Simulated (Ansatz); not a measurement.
Kick test of a cell of Li₂ZnO₂

It was reached by relaxing an invented guess, and it needn't be the stable form of this composition.

These are results of DFT PBE, scalar-relativistic, plane waves, PAW (Ansatz), not measurements. Settings: cutoff 420 eV, Γ-centred mesh 6×6×6 on the computed 10-atom cell, Gaussian smearing of 0.02 eV; no spin polarisation.

The cell below (10 atoms, space group Pn-3m (No. 224)) is relaxed within its symmetry.

```
CELL_PARAMETERS angstrom
4.69262 0.00000 0.00000
0.00000 4.69262 0.00000
0.00000 0.00000 4.69262
ATOMIC_POSITIONS crystal
Li 0.25000 0.25000 0.25000
Li 0.75000 0.75000 0.25000
Li 0.75000 0.25000 0.75000
Li 0.25000 0.75000 0.75000
Zn 0.00000 0.00000 0.00000
Zn 0.50000 0.50000 0.50000
O 0.75000 0.75000 0.75000
O 0.25000 0.25000 0.75000
O 0.25000 0.75000 0.25000
O 0.75000 0.25000 0.25000
```

For the test it was strained at random (σ = 1.5 % a component), the atoms were moved at random (σ = 0.15 Å), and all was relaxed again on a coarse 4×4×4 mesh (in the run’s order of axes) with 0.10 eV smearing, with no symmetry imposed.

Question: Is the structure stable against such a distortion?

Answer: It doesn't return. The energy falls by 682 meV/atom on that mesh, the volume changes by 12.4 %, and the end has space group Cm (No. 8) at a loose tolerance. Relaxed again on a 6×6×6 mesh with 0.02 eV smearing, the new structure lies 682 meV/atom below the first (mesh in the axes of the run's cell; the cell below is made exact in the group named). Space group Cm (No. 8), monoclinic, a = 7.414 Å, b = 6.345 Å, c = 5.280 Å, β = 110.6°. Li on a site of symmetry 1 has 4 O at 1.93–2.02 Å, 2 Li at 2.47–2.55 Å and 2 Zn at 2.50–2.56 Å; Li on a site of symmetry m has 4 O at 1.91–2.09 Å, 4 Li at 2.47–2.55 Å and 1 Zn at 2.51 Å; Zn on its first site is surrounded by 2 O at 1.87–1.92 Å, 2 O at 2.16 Å and 5 Li at 2.50–2.65 Å; around O on a site of symmetry 1 lie 1 Zn at 1.95 Å, 4 Li at 1.99–2.09 Å and 1 Zn at 2.16 Å; 4 more sites not described.

```cif
data_structure
_symmetry_space_group_name_H-M 'P 1'
_symmetry_Int_Tables_number 1
_cell_length_a 4.8791
_cell_length_b 4.8791
_cell_length_c 5.2796
_cell_angle_alpha 105.493
_cell_angle_beta 105.493
_cell_angle_gamma 81.111
_cell_volume 116.25
loop_
_atom_site_label
_atom_site_type_symbol
_atom_site_fract_x
_atom_site_fract_y
_atom_site_fract_z
_atom_site_occupancy
Li1 Li 0.00612 0.51247 0.98956 1
Li2 Li 0.51247 0.00612 0.98956 1
Li3 Li 0.54457 0.54457 0.10873 1
Li4 Li 0.90897 0.90897 0.58953 1
Zn1 Zn 0.04027 0.04027 0.12513 1
Zn2 Zn 0.41277 0.41277 0.60041 1
O1 O 0.22211 0.71916 0.83103 1
O2 O 0.81867 0.81867 0.21629 1
O3 O 0.71916 0.22211 0.83103 1
O4 O 0.31448 0.31448 0.21872 1
```
